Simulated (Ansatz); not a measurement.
Re2C:
```xyz
3
Lattice="2.8322 0.0000 0.0000 -1.4161 2.4527 0.0000 0.0000 0.0000 5.0277" Properties=species:S:1:pos:R:3 pbc="T T T"
C      0.0000     0.0000     0.0000
Re     0.0000     1.6352     1.3704
Re     1.4161     0.8176     3.6573
```

Relaxed with r²SCAN. Special points in fractions of this cell's reciprocal vectors: Γ (0.000, 0.000, 0.000); M (0.500, 0.000, 0.000); K (0.333, 0.333, 0.000); A (0.000, 0.000, 0.500); L (0.500, 0.000, 0.500); H (0.333, 0.333, 0.500).

Question: List the band energies nearest the Fermi level at these points for r²SCAN with spin–orbit coupling in the plane-wave PAW code Ansatz.

Answer: In eV from the Fermi level; about four levels below and three above (degenerate sets whole), none deeper than 8.9 eV; … stands for higher levels left out; points with the same levels are listed once.

```json
[
 {"k": "Γ", "below": "-0.43 -0.43 -0.10 -0.10", "above": "6.07 6.07 …"},
 {"k": "M", "below": "-2.61 -2.61 -0.36 -0.36", "above": "1.49 1.49 2.11 2.11"},
 {"k": "K", "below": "-0.40 -0.40 -0.06 -0.06", "above": "0.19 0.19 2.44 2.44"},
 {"k": "A", "below": "-3.12 -3.12 -2.45 -2.45", "above": "0.26 0.26 0.31 0.31"},
 {"k": "L", "below": "-2.09 -2.09 -1.42 -1.42", "above": "2.37 2.37 2.57 2.57"},
 {"k": "H", "below": "-3.73 -3.73 -1.04 -1.04", "above": "1.20 1.20 1.29 1.29"}
]
```

Space group P-3m1. A made-up cell: these elements were put on the sites of a structure type; neither database checked (COD, Materials Project) lists it. Whether it is the stable phase at ambient conditions was not checked. The r²SCAN relaxation kept the symmetry of its start; its stability against distortions is not shown here. No spin polarisation was allowed.

Potentials: the earlier of the program's two PAW sets.
